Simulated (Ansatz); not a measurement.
TaSi:
```
CELL_PARAMETERS angstrom
      3.04479     0.00000     0.00000
     -1.52240     2.63687     0.00000
      0.00000     0.00000     7.99371
ATOMIC_POSITIONS crystal
  Ta 0.00000 0.00000 0.00000
  Ta 0.00000 0.00000 0.50000
  Si 0.33333 0.66667 0.25000
  Si 0.66667 0.33333 0.75000
```

Relaxed with PBE. Special points in fractions of this cell's reciprocal vectors: Γ (0.000, 0.000, 0.000); M (0.500, 0.000, 0.000); K (0.333, 0.333, 0.000); A (0.000, 0.000, 0.500); L (0.500, 0.000, 0.500); H (0.333, 0.333, 0.500).

Question: List the band energies nearest the Fermi level at these points for PBE in the plane-wave PAW code Ansatz.

Answer: In eV from the Fermi level; about four levels below and three above (degenerate sets whole), none deeper than 8.9 eV; points with the same levels are listed once.

```tsv
k	below	above
Γ	-1.79 -0.41 -0.13 -0.13	0.27 0.27 1.75 1.75
M	-2.86 -2.78 -1.36 -0.61	0.92 1.36 2.89
K	-3.10 -3.10 -2.48 -1.01 -1.01	0.97 1.76 1.76
A	-5.71 -5.71 -1.02 -1.02	0.06 0.06 0.06 0.06
L	-3.30 -3.30 -1.97 -1.97	0.03 0.03 1.99 1.99
H	-3.00 -3.00 -1.05 -1.05	3.00 3.00 3.19 3.19
```

Space group P6_3/mmc (NiAs type). The cell is a constructed one: a structure type filled with these elements; neither database checked (COD, Materials Project) lists it. Whether it is the stable phase at ambient conditions was not checked. The cell was relaxed with PBE under the symmetry of its start; whether a distortion lowers the energy is not shown. No spin polarisation was allowed. Spin–orbit coupling is left out wherever it is not named.

Potentials: the later of the program's two PAW sets.
